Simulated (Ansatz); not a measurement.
Relaxed-ion elastic tensor of Ta2O5 in space group Pbam (No. 55; Ta on 4g, O on 4h, O on 2a, O on 4g) in GPa (Voigt order), DFT-PBEsol in the program Ansatz with PAW potentials; density 8.54 g/cm³, 12.28 Å³ per atom.

|  | 1 | 2 | 3 | 4 | 5 | 6 |
|---|---|---|---|---|---|---|
| 1 | 381 | 156 | 99.2 | 0.0 | 0.0 | 0.0 |
| 2 | 156 | 345 | 46.8 | 0.0 | 0.0 | 0.0 |
| 3 | 99.2 | 46.8 | 416 | 0.0 | 0.0 | 0.0 |
| 4 | 0.0 | 0.0 | 0.0 | 55.8 | 0.0 | 0.0 |
| 5 | 0.0 | 0.0 | 0.0 | 0.0 | 73.8 | 0.0 |
| 6 | 0.0 | 0.0 | 0.0 | 0.0 | 0.0 | 68.1 |

Q: Is the crystal mechanically stable?

A: Yes: the smallest eigenvalue of C is 55.8 GPa.

Q: Work out the Voigt, Reuss and Hill averages.

A: K_V = 194, K_R = 192, K_H = 193; G_V = 95.6, G_R = 81.1, G_H = 88.3 GPa.

Q: Give Young's modulus, Poisson's ratio, Pugh's ratio and the universal anisotropy index.

A: E = 9KG/(3K + G) = 230 GPa; ν = 0.30; K/G = 2.18 (ductile by the Pugh limit of 1.75); A_U = 5G_V/G_R + K_V/K_R − 6 = 0.91.

Q: Estimate the sound speeds and the Debye temperature.

A: v_l = √((K + 4G/3)/ρ) = 6030 m/s, v_t = √(G/ρ) = 3220 m/s, mean 3590 m/s; Θ = (h/k)(3n/4πV)^(1/3) v_m = 464 K.

Q: How much does each axis shrink under pressure?

A: Linear compressibilities β_i = Σ_j S_ij (j = 1 to 3): x 1.3, y 2.1, z 1.9 per TPa.

The first step of the workflow began from a Materials Project structure, measured or hypothetical; the Crystallography Open Database copy checked does not list it. COD files the formula under space group No. 49. Whether it is the stable phase at ambient conditions was not checked. Symmetry was held in the PBEsol relaxation; its stability against distortions is not shown here. No spin polarisation was allowed. Spin–orbit coupling is left out wherever it is not named.

Potentials: the later of the program's two PAW sets.
